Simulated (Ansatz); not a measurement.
PbSe:
```yaml
crystal:
  lattice:
    - [0.00000, 3.05122, 3.05122]
    - [3.05122, 0.00000, 3.05122]
    - [3.05122, 3.05122, 0.00000]
  atoms:
    - { symbol: Se, position: [0.00000, 0.00000, 0.00000] }
    - { symbol: Pb, position: [0.50000, 0.50000, 0.50000] }
```

DFT-PBEsol in the program Ansatz with PAW potentials gives a gap of 0.17 eV without spin–orbit coupling, maximum at L, minimum at L.

Q: What happens when spin–orbit coupling is switched on?

A: The gap grows by 0.13 eV, to 0.30 eV; maximum on the L–W line, 3 % of the way from L, minimum at L. The small gap may have closed and reopened with inverted band order, as semilocal functionals often give for heavy narrow-gap crystals.

Space group Fm-3m (rock salt). Symmetry was held in the PBEsol relaxation.

Potentials: the later of the program's two PAW sets.
